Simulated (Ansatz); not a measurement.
## SrC2: energy along a strain

SrC2, R-3m, a = 5.035 Å, c = 6.920 Å (as given, not relaxed at this level: -3.0 GPa, forces to 0.06 eV/Å). The structure is a Materials Project entry; whether it is the stable form wasn't checked. Ansatz: PBEsol, PAW, 420 eV, Γ-centred 9×9×9 mesh on 3 atoms, Gaussian smearing 0.05 eV; no spin polarisation. Cell vectors (Å): 2.517 1.453 2.307; -2.517 1.453 2.307; 0.000 -2.907 2.307. The cell is strained by x per cent times the pattern (1 1 0 0 0 0) in the order xx yy zz yz xz xy (engineering shears), with fractional coordinates held. y is the free energy over the start, V0 = 16.878 Å³/atom. Points with a strain past 8.5 % were computed too (3) and aren't used here.

| x (%) | y (meV/atom) |
| --- | --- |
| -7.50 | 23.10 |
| -5.00 | -3.24 |
| -2.50 | -9.43 |
| 0.00 | 0.00 |
| 2.50 | 21.37 |
| 5.00 | 51.77 |
| 7.50 | ? |

Q: Fit y = c1 x + c2 x² + c3 x³ to the other rows, get the stiffness along the pattern, and predict the missing energy.

A: Least squares on the rows shown. y = 6.4764 x + 0.97249 x² − 0.040070 x³. The clamped-ion stiffness p·C·p = 2 × 9.725 eV × 160.2 / 16.878 Å³ = 185 GPa (second derivative at the start, which stands under stress). At x = 7.50 the fit asked for gives 86.37 meV/atom. The run gave 88.82 meV/atom, so the fit is 2.45 meV/atom too low, 2.5 % of the span of the series, against an rms of 0.16 meV/atom on the fitted rows. The row lies outside the fitted range. With a term in x⁴ added, a fit to the same known rows predicts 89.12 meV/atom, so most of the miss is curvature that the known rows already hold.